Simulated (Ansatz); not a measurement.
BN (zinc blende, F-43m), PBEsol (plane waves, PAW; program Ansatz). The conduction-band minimum lies at X, with 3 equivalent valleys. Second derivatives d²E/dk² of the lowest band at one valley (eV·Å²), along Cartesian directions:

| direction | d²E/dk² |
|---|---|
| [100] | 8.571 |
| [010] | 25.87 |
| [001] | 25.87 |
| [110] | 17.22 |
| [101] | 17.22 |
| [011] | 25.86 |

**Question.** Find the principal effective masses, the density-of-states mass and the conductivity mass.

**Answer.** Off-diagonal terms follow from H_xy = H[110] − (H_xx + H_yy)/2, and m*/mₑ = 7.620 eV·Å² over each eigenvalue: 0.29, 0.29, 0.89. One valley's DOS mass (m₁m₂m₃)^(1/3) = 0.43, conductivity mass 3/(Σ 1/mᵢ) = 0.38 mₑ.

**Question.** What effective density of states Nc follows at 300 K for parabolic valleys?

**Answer.** Nc = 2.509e19 × 3 × (0.43)^(3/2) ≈ 2.1e19 cm⁻³.

Symmetry was held in the PBEsol relaxation.

Potentials: the earlier of the program's two PAW sets. The files were generated under PBE; for other functionals the program regenerates the frozen cores, and for LDA and PBEsol the local potential too.

Edges and masses are those of Kohn–Sham bands, whose gap is no quasiparticle gap.
